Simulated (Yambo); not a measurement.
A G0W0@LDA run in Yambo for Ba2CaTeO6 (space group Fm-3m, No. 225) (2×2×2 Γ-centred k mesh, 296 bands and a 8 Ry block in the screening, 296 bands in G with the Bruneval-Gonze terminator, plasmon pole fitted at 27.2 eV) gives these matrix elements, in eV, at the band edges (Γ → Γ):

| state | E0 | <Vxc> | <Σx> | <Σc(E0)> | Z |
|---|---|---|---|---|---|
| valence edge | 0.000 | -19.508 | -25.065 | 4.528 | 0.782 |
| conduction edge | 2.849 | -17.120 | -12.683 | -3.195 | 0.821 |

**Question.** Solve the linearised quasiparticle equation for both states, give the gap, and say how exchange and correlation each act on it.

**Answer.** E = E0 + Z(Σx + Σc − Vxc). Valence: 0.000 + 0.782 × (-25.065 + (4.528) − (-19.508)) = -0.80 eV. Conduction: 2.849 + 0.821 × (-12.683 + (-3.195) − (-17.120)) = 3.87 eV. The gap is 4.67 eV, against 2.85 eV in LDA. Replacing Vxc by bare exchange alone would open it by 9.99 eV; correlation takes back 7.72 eV of that, and Z scales what is left. Nearest settings tried, and what they do to the gap: 231 bands in W, 231 bands in G: +16 meV; 6 Ry block (283 vectors against 459): -34 meV; 1×1×1 mesh: -181 meV. So the settings aren't converged at that level. The k mesh is coarse. Spin-orbit coupling is left out, which matters for elements this heavy: edges can move by tenths of an eV.

The standard potential for Te keeps a d shell in the valence without the s and p states of that shell. In tests on such compounds this moved G0W0 gaps by up to about 0.9 eV, so absolute quasiparticle energies here are unreliable; differences between settings are what counts.

Geometry of the Materials Project entry, not relaxed at this level; primitive cell a = b = c = 6.017 Å, α = β = γ = 60.00°.
